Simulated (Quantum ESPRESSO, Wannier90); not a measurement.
# SiS2 (I-42d): Wannier90 run

```xyz
6
Lattice="5.5592 0.0000 0.0000 0.0000 5.5592 0.0000 -2.7796 -2.7796 4.3370" Properties=species:S:1:pos:R:3 pbc="T T T"
Si     0.0000    -2.7796     2.1685
Si     0.0000     0.0000     0.0000
S      1.3898     1.2064    -1.0842
S      1.2064    -1.3898     1.0842
S     -1.3898    -1.2064    -1.0842
S     -1.2064     1.3898     1.0842
```

Materials Project entry mp-7583; symmetrised, unrelaxed at this level. COD (Crystallography Open Database) has the formula in 2 space groups, this one among them (matched by group alone). Level: PBEsol, no spin polarisation, no spin-orbit coupling; pw.x of Quantum ESPRESSO at 42 Ry with PseudoDojo potentials, 8×8×8 k-points, Wannier90. Density: 8×8×8 mesh, cold smearing 0.01 Ry.

Bands 1-16 form an isolated set from -14.19 to 0.00 eV relative to the valence-band maximum (on the path) and are turned into 16 Wannier functions by minimising the spread from the start: s functions at random places.

**Question.** Where do the functions sit, how wide are they and what are they made of?

**Answer.** 
```tsv
functions	spread (Å²)	nearest atom, distance (Å)	second atom, distance (Å)	weight on atomic waves
8	1.52	S 0.41	Si 2.23	S 3p 61 %, S 3s 30 %, Si 3p 6 %
8	1.27	S 0.83	Si 1.31	S 3p 51 %, Si 3p 21 %, Si 3s 13 %
```

Ω_I = 19.39 Å², Ω_total = 22.31 Å²; the interpolated bands follow pw.x to 0.0 meV rms on the path. It is the lowest total spread that any start reached here.
